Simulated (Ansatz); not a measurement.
## One relaxed cell of IrS2 at several levels

A database entry relaxed whole under r2SCAN at zero pressure (Pnma, No. 62):

```
CELL_PARAMETERS angstrom
19.94947 0.00000 0.00000
0.00000 3.58031 0.00000
0.00000 0.00000 5.65490
ATOMIC_POSITIONS crystal
Ir 0.30387 0.25000 0.55886
Ir 0.19613 0.75000 0.05886
Ir 0.80387 0.25000 0.94114
Ir 0.69613 0.75000 0.44114
Ir 0.07731 0.25000 0.57326
Ir 0.42269 0.75000 0.07326
Ir 0.57731 0.25000 0.92674
Ir 0.92269 0.75000 0.42674
S 0.35910 0.25000 0.93656
S 0.14090 0.75000 0.43656
S 0.85910 0.25000 0.56344
S 0.64090 0.75000 0.06344
S 0.99136 0.25000 0.27690
S 0.50864 0.75000 0.77690
S 0.49136 0.25000 0.22310
S 0.00864 0.75000 0.72310
S 0.76332 0.25000 0.32076
S 0.73668 0.75000 0.82076
S 0.26332 0.25000 0.17924
S 0.23668 0.75000 0.67924
S 0.62363 0.25000 0.54683
S 0.87637 0.75000 0.04683
S 0.12363 0.25000 0.95317
S 0.37637 0.75000 0.45317
```

Its volume is 16.83 Å³ an atom, +1.7 % against the entry's 16.54, a cell as deposited in COD (1990).

Single points on this cell with plane-wave PAW DFT (Ansatz 0.2.0; r2SCAN 500 eV, hybrids 420 eV; fermi-dirac occupations of width 0.020 eV; no moments): r2SCAN on a 2×8×6 Γ-centred mesh; r2SCAN with spin-orbit coupling on a 2×2×2 Γ-centred mesh; HSE06 on a 2×4×2 Γ-centred mesh; PBE0 on a 2×4×2 Γ-centred mesh.

Task: How do gap, pressure and charges move from level to level?

Result: The runs give:

| level | gap (eV), or kind | pressure (GPa) | Bader charge of Ir (e) | Bader charge of S (e) |
| --- | --- | --- | --- | --- |
| r2SCAN | 0.64 | 0.0 | +0.60 | -0.30 |
| r2SCAN with spin-orbit coupling | 0.68 | -1.4 | +0.60 | -0.30 |
| HSE06 | its mesh misses the band edges | -3.0 | +0.57 | -0.29 |
| PBE0 | its mesh misses the band edges | -3.0 | +0.58 | -0.29 |

Under r2SCAN the gap is 0.64 eV, over mesh and band path. Spin-orbit coupling moves the r2SCAN gap by +0.04 eV.

Caveats: the relaxation kept the start's symmetry; hybrid pressures are good to a few tenths of a GPa; pressure is positive in compression.
